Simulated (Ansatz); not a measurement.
Values for one crystal, relaxed and computed with plane-wave PAW r²SCAN (Ansatz code); other levels are named.

```yaml
volume_per_atom: 22.65 Å³
electronic_character: metallic (no gap)
Poisson's ratio: 0.26
mechanical_stability: stable (all eigenvalues of C positive)
hill_bulk_and_shear_moduli: 39.4 and 22.1 GPa
debye_temperature_from_the_elastic_constants: 412 K
highest_zone_centre_frequency: 232 cm^-1
```

Q: Pick the material that matches.
(A) Ta, diamond
(B) Mg, 9R (Sm type)
(C) Sc, diamond
(D) Al, dhcp (α-La type)

A: B, Mg, 9R (Sm type)

Space group R-3m (9R (Sm type)). The first step of the workflow began from a Materials Project structure, measured or hypothetical; the Crystallography Open Database copy checked does not list it. It is not the phase usual at ambient conditions (space group No. 194). The cell was relaxed with r²SCAN under the symmetry of its start; its stability against distortions is not shown here. As this level gives no gap, shear constants depend on the k-mesh and smearing (Fermi–Dirac, 0.1 eV here). As this level gives no gap, phonon frequencies hold no LO–TO term and depend on the k-mesh and smearing (Fermi–Dirac, 0.1 eV here).

Potentials: the earlier of the program's two PAW sets.
